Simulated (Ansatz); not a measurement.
Problem. Name crystals whose computed values (r²SCAN (plane waves, PAW; program Ansatz)) fall in these windows: B₀ by P(V) fit (GPa) 160 to 240; electron conductivity mass (mₑ) 0.19 to 0.24; gap (eV) 1.4 to 2.1.

Solution. 

| crystal | B₀ by P(V) fit (GPa) | electron conductivity mass (mₑ) | gap (eV) |
|---|---|---|---|
| SnO2, rutile | 201 | 0.22 | 1.77 |
| Zn3InGaO6, R3m (Pearson symbol hR11) | 167 | 0.22 | 1.56 |
| ZnInGaO4, R3m (Pearson symbol hR7) | 180 | 0.22 | 1.77 |
Others may fit too.

Standing as an ambient phase not checked: Zn3InGaO6, R3m (Pearson symbol hR11). All cells were relaxed under the symmetry of their starts (and spin orders); stability against distortions was not tested throughout. Scalar-relativistic: spin–orbit coupling is off unless named, which matters more the heavier the elements.

Potentials: the later of the program's two PAW sets.
